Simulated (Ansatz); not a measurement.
Input and command of a plane-wave DFT calculation in Ansatz:

```yaml
crystal:
  lattice:
    - [2.0656573635, -1.1926110163, -0.0111298283]
    - [2.0656573635, 1.1926110163, -0.0111298283]
    - [-1.3587732167, 0.0, 3.1810998474]
  atoms:
    - { symbol: C, position: [0.8333614318, 0.8333614318, 8.69956e-05] }
    - { symbol: C, position: [0.1666385682, 0.1666385682, 0.9999130044] }
basis:
  ecutwfc: 500
kpoints:
  mp_grid: { grid: [14, 14, 8] }
hamiltonian:
  xc: r2scan
scf:
  occupations: { method: gaussian, width: 0.02 }
output:
  forces: true
  stress: true
  eigenvalues: true
relax:
  adjacent_minimum: "off"
  f_tol: 0.008
  max_steps: 50
  cell: { stress_tol: 0.08, p_target: 8.0 }
```

```bash
ansatz run input.yaml --threads 1 --pin off --max-ram 2560MiB --backend cpu --events-out ev --progress --plain --runs-dir out
```

Processor: Intel(R) Xeon(R) Platinum 8488C (Sapphire Rapids), 1 thread, on a host shared with other jobs.

Q: Estimate time, memory and problem size.

A: About 40 s on 1 thread of Intel(R) Xeon(R) Platinum 8488C (Sapphire Rapids), with other jobs on the host, peak memory 0.46 GiB. It solves 8 bands at 429 k points (the mesh reduced by the symmetry that the task leaves, which can be less than the crystal's) with about 407 plane waves (on the last cell), in 26 SCF iterations over 6 ionic steps.
